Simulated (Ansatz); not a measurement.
## Ionic part of the dielectric constant of AlN at 4 GPa, mode by mode

Method: Ansatz, DFT LDA, scalar-relativistic, plane waves, PAW. Cutoff 420 eV, 10×10×10 k-points (Γ-centred), fixed occupations. No spin polarisation. Phonons by linear response, acoustic sum rule imposed.

It takes space group F-43m (No. 216, cubic). The conventional cell has a = 4.316 Å, b = 4.316 Å, c = 4.316 Å, α = 90.00°, β = 90.00°, γ = 90.00°. Al (site symmetry -43m) is surrounded by 4 N at 1.87 Å. N (site symmetry -43m) is surrounded by 4 Al at 1.87 Å.

The primitive cell has V = 20.10 Å³ and ε∞,zz = 4.509. Each polar mode adds Δε = (4.92064×10⁷/V)·S/ν² along z, with S its oscillator strength in e²/amu, ν in cm⁻¹ and V in Å³.

**Question.** From these modes, find each Δε and ε0,zz.
```csv
ν (cm⁻¹),S_zz (e²/amu)
681.8,0.7013
```

**Answer.**
```tsv
ν (cm⁻¹)	Δε
681.8	3.69
```

The sum is 3.694, so ε0,zz = 8.20; the run's tensor has 8.20.

**Question.** Where do the longitudinal modes lie for a wave vector along z?

**Answer.** At 920 cm⁻¹. The Lyddane–Sachs–Teller product Π(ν_LO/ν_TO)² = 1.82 matches ε0/ε∞ = 1.82.

This zinc-blende form isn't the usual stable structure of the compound at low pressure.

Cost: 1 run of about 0.27 core-minutes, on Intel Xeon Platinum 8488C (Sapphire Rapids) (shared hosts).